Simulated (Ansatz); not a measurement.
VO₂:
```cif
data_O4V2
_chemical_formula_sum 'V2 O4'
_space_group_name_H-M_alt 'P 1'
_space_group_IT_number 1
_cell_length_a 4.53573
_cell_length_b 4.53573
_cell_length_c 2.80304
_cell_angle_alpha 90.000
_cell_angle_beta 90.000
_cell_angle_gamma 90.000
loop_
_space_group_symop_operation_xyz
  'x, y, z'
loop_
_atom_site_label
_atom_site_type_symbol
_atom_site_fract_x
_atom_site_fract_y
_atom_site_fract_z
_atom_site_occupancy
V1 V 0.00000 0.00000 0.00000 1
V2 V 0.50000 0.50000 0.50000 1
O1 O 0.29902 0.29902 0.00000 1
O2 O 0.79902 0.20098 0.50000 1
O3 O 0.20098 0.79902 0.50000 1
O4 O 0.70098 0.70098 0.00000 1
```
Starting moments (μB, in the order of the atoms V V O O O O): 1.1 1.1 0.0 0.0 0.0 0.0.

Relaxed with PBEsol.

### Question
Tabulate the valence density and the electron localisation function along the shortest V–V contact (2.80 Å), DFT-PBEsol in the program Ansatz with PAW potentials.

### Answer


| distance from V (Å) | density (e/Å³) | ELF |
|---|---|---|
| 0.28 | 12.12 | 0.75 |
| 0.42 | 7.98 | 0.77 |
| 0.56 | 4.29 | 0.69 |
| 0.70 | 1.89 | 0.46 |
| 0.84 | 0.77 | 0.18 |
| 0.98 | 0.40 | 0.08 |
| 1.12 | 0.30 | 0.09 |
| 1.26 | 0.27 | 0.12 |
| 1.40 | 0.27 | 0.14 |
| 1.54 | 0.27 | 0.12 |
| 1.68 | 0.30 | 0.09 |
| 1.82 | 0.40 | 0.08 |
| 1.96 | 0.77 | 0.18 |
| 2.10 | 1.89 | 0.46 |
| 2.24 | 4.29 | 0.69 |
| 2.38 | 7.98 | 0.77 |
| 2.52 | 12.12 | 0.75 |

The density is the valence pseudo-density with augmentation charge, so density and ELF within about 1 Å of a nucleus are not all-electron values.

Space group P4_2/mnm (rutile). This is a known high-temperature phase of the composition, computed here at zero pressure and temperature. The PBEsol relaxation kept the symmetry of its start; whether a distortion lowers the energy is not shown. The final state is ferromagnetic, chosen from 5 collinear starts compared on coarse meshes (ties went to the first, and starts can fall back to one state), not a proven ground state. No Hubbard U is applied.

Potentials: the later of the program's two PAW sets.
